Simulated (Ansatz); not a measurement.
Values for one crystal, relaxed and computed with the program Ansatz at the LDA level (PAW); other levels are named.

```yaml
volume_per_atom: 10.64 Å³
band_gap: 4.48 eV (indirect)
Poisson's ratio: 0.33
Formation energy from the elements (no fitted shifts): -3.64 eV/atom
Highest zone-centre frequency (without LO–TO term): 677 cm⁻¹
valence_band_maximum: at A
conduction_band_minimum: at Γ
```

Task: Pick the material that matches.
A. HfO2, P4_2/nmc (Hf on 2a, O on 4d)
B. PbI2, CdI2 type
C. CdSe, zinc blende
D. BaTiO3, P4mm (Ti on 1b, Ba on 1a, O on 1b, O on 2c)

Result: A, HfO2, P4_2/nmc (Hf on 2a, O on 4d)

This is a known high-temperature phase of the composition, computed here at zero pressure and temperature. Symmetry was held in the LDA relaxation; phonons on a q-mesh show no instability. The run is not spin-polarised. The references are the lowest solids computed at this level, not always the standard phases (solids in place of the gases). Spin–orbit coupling is left out wherever it is not named.

Potentials: the later of the program's two PAW sets.
